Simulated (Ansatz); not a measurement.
Space group Imma (No. 74). a = 5.098 Å, b = 8.072 Å, c = 8.760 Å, α = 90.00°, β = 90.00°, γ = 90.00°
```tsv
atom	site	symmetry	x	y	z
K	4e	mm2	0.0000	0.7500	0.5548
Hg	8h	m..	0.0000	0.9381	0.1617
```

Equation of state of this KHg$_{2}$ structure (not necessarily the ground state), with shape and atoms relaxed at each volume where symmetry leaves them free. It has no gap at any of these volumes. The calculation used Ansatz, DFT PBEsol, scalar-relativistic, plane waves, PAW.

Cutoff 420 eV; k points 8×8×8 on the computed 6-atom cell (Γ-centred); Gaussian smearing, width 0.10 eV; no spin polarisation.

| V (Å³/atom) | E − E(largest V) (meV/atom) | P (GPa) |
| --- | --- | --- |
| 27.338 | 4.12 | 2.45 |
| 28.239 | -6.88 | 1.51 |
| 29.141 | -12.91 | 0.71 |
| 30.042 | -14.68 | 0.00 |
| 30.943 | -13.06 | -0.54 |
| 31.844 | -8.84 | -0.95 |
| 33.046 | 0.00 | -1.38 |

Fit a third-order Birch–Murnaghan equation to E(V).

V0 = 30.04 Å³/atom, B0 = 20 GPa, B0' = 6.3.

Spin-orbit coupling is left out, which matters for the bands of heavy elements.